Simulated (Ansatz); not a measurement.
ZnO2:
```
CELL_PARAMETERS angstrom
      4.86893     0.00000     0.00000
      0.00000     4.86893     0.00000
      0.00000     0.00000     4.86893
ATOMIC_POSITIONS crystal
  Zn 0.00000 0.50000 0.50000
  Zn 0.50000 0.50000 0.00000
  Zn 0.50000 0.00000 0.50000
  Zn 0.00000 0.00000 0.00000
  O  0.41248 0.08752 0.91248
  O  0.58752 0.91248 0.08752
  O  0.08752 0.91248 0.41248
  O  0.91248 0.08752 0.58752
  O  0.91248 0.41248 0.08752
  O  0.08752 0.58752 0.91248
  O  0.58752 0.58752 0.58752
  O  0.41248 0.41248 0.41248
```

Tensor components refer to the Cartesian frame of this cell.

**Question.** Give the high-frequency dielectric tensor and the Born effective charge tensors of the independent atoms from DFPT, DFT-PBEsol in the program Ansatz with PAW potentials.

**Answer.** 
ε∞:
```
4.24  0.00  0.00
0.00  4.24  0.00
0.00  0.00  4.24
```
Z* of atom 1 (Zn), rows: field, columns: displacement, in e:
```
 2.35  -0.08  -0.08
 0.08   2.35  -0.08
 0.08   0.08   2.35
```
Z* of atom 5 (O), rows: field, columns: displacement, in e:
```
-1.17  -0.12   0.13
-0.13  -1.17  -0.12
 0.12  -0.13  -1.17
```

Space group Pa-3. The first step of the workflow began from a Materials Project structure, measured or hypothetical; the Crystallography Open Database copy checked does not list it. Its standing as an ambient phase is unchecked. Symmetry was held in the PBEsol relaxation; its stability against distortions is not shown here.

Potentials: the later of the program's two PAW sets.
